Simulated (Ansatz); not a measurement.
# CsMgF3: modes and screening against the lattice constant

Method: Ansatz 0.2.0, DFT PBEsol, scalar-relativistic, plane waves, PAW. Cutoff 420 eV, 6×6×6 k-points (Γ-centred), fixed occupations. No spin polarisation. Phonons by linear response, acoustic sum rule imposed.

The cell is fixed (symmetry leaves no force on the atoms) and stands under 12.7 GPa:
```cif
data_structure
_symmetry_space_group_name_H-M 'P 1'
_symmetry_Int_Tables_number 1
_cell_length_a 3.9994
_cell_length_b 3.9994
_cell_length_c 3.9994
_cell_angle_alpha 90.000
_cell_angle_beta 90.000
_cell_angle_gamma 90.000
_cell_volume 63.97
loop_
_atom_site_label
_atom_site_type_symbol
_atom_site_fract_x
_atom_site_fract_y
_atom_site_fract_z
_atom_site_occupancy
Cs1 Cs 0.00000 0.00000 0.00000 1
Mg1 Mg 0.50000 0.50000 0.50000 1
F1 F 0.50000 0.50000 0.00000 1
F2 F 0.50000 0.00000 0.50000 1
F3 F 0.00000 0.50000 0.50000 1
```

The cell is the ideal cubic perovskite prototype; whether it is the stable structure of this composition wasn't checked. Spin–orbit coupling is left out, which matters for heavy elements.

Task: How do the optical zone-centre modes (counted from the lowest optical one, degenerate ones once; i marks imaginary ones; without the LO field) and the screening change over a = 3.999 and 4.149 Å?

Result:
```csv
a (Å),3.999,4.149
pressure (GPa),12.7,1.6
gap on the mesh (eV),7.80,7.03
ε∞,2.65,2.54
ε0,6.0,7.1
mode 1 (cm⁻¹),182,155
mode 4 (cm⁻¹),253,222
mode 7 (cm⁻¹),292,270
mode 10 (cm⁻¹),446,326
```

Cost: 2 runs of about 4.9 core-minutes in all, on Intel Xeon Processor @ 2.50GHz (Skylake/Cascade Lake) (shared hosts).